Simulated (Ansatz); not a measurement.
Given:

Starting cell, Lu (hcp, Mg type):

```yaml
crystal:
  lattice:
    - [3.50707, 0.00000, 0.00000]
    - [-1.75353, 3.03721, 0.00000]
    - [0.00000, 0.00000, 5.46215]
  atoms:
    - { symbol: Lu, position: [0.33333, 0.66667, 0.75000] }
    - { symbol: Lu, position: [0.66667, 0.33333, 0.25000] }
```

In this cell atom 1 (Lu, nearest neighbour Lu at 3.400 Å; its periodic images, 3.5 Å or more away, move with it) is moved by s along Cartesian [110], unit vector (0.707, 0.707, 0.000); all other atoms and the cell stay fixed.

Computed with PBE (plane waves to 420 eV, PAW, scalar-relativistic; Ansatz, a first-principles code). k mesh 12×12×7 (Γ-centred), Fermi-Dirac smearing 0.05 eV. The energy includes the smearing's −TS. With partly filled bands, energies and forces of such displacements shift with the k mesh and the smearing. Lu is run without spin polarisation. Lu was relaxed with its symmetry unable to fall. The PAW data are Ansatz's earlier set. The zero of ΔE is the undisplaced structure.

The scan covers s from -0.340 to 0.340 Å in 11 points.

### Question
Is the energy the same for displacements of ±0.340 Å, and if not, which side lies higher?

### Answer
Not even: the negative side lies higher at ±0.340 Å. With its periodic images moving along, the atom's site symmetry in this cell is -6m2.

### Question
What is the force constant k = d²E/ds² of this move at s = 0?

### Answer
1.59 eV/Å².

(A displaced cell: forces are minus the slopes of the energy, force constants its curvatures, and phonons follow from these.)
